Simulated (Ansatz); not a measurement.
**Question.** Free-standing sheets of WGe2N4, MA2Z4 (prismatic core, outer Z over the empty site)-type layer and BrSi, capped honeycomb (chair)-type layer are relaxed with PBE in the plane-wave PAW code Ansatz. Aligned at the vacuum level, what band offsets and what type of junction result?

**Answer.** WGe2N4: VBM -5.29, CBM -4.03 eV; BrSi: VBM -5.47, CBM -4.28 eV. Valence offset 0.19 eV (WGe2N4 higher), conduction offset 0.25 eV (BrSi lower): type II (staggered).

Mismatch of the primitive lattice constants: 3.022 against 3.975 Å, 24.0 %.

Natural alignment of Kohn–Sham levels: no interface dipole, strain or quasiparticle shift.

All cells were relaxed under the symmetry of their starts (and spin orders); stability against distortions was not tested throughout. Rows with no word on spin ran without spin polarisation. Spin–orbit coupling is left out wherever it is not named. Constructed layers (a layer type filled with these elements): WGe2N4, MA2Z4 (prismatic core, outer Z over the empty site)-type layer; BrSi, capped honeycomb (chair)-type layer.

Potentials: the later of the program's two PAW sets.

Edges and masses are those of Kohn–Sham bands, whose gap is no quasiparticle gap.
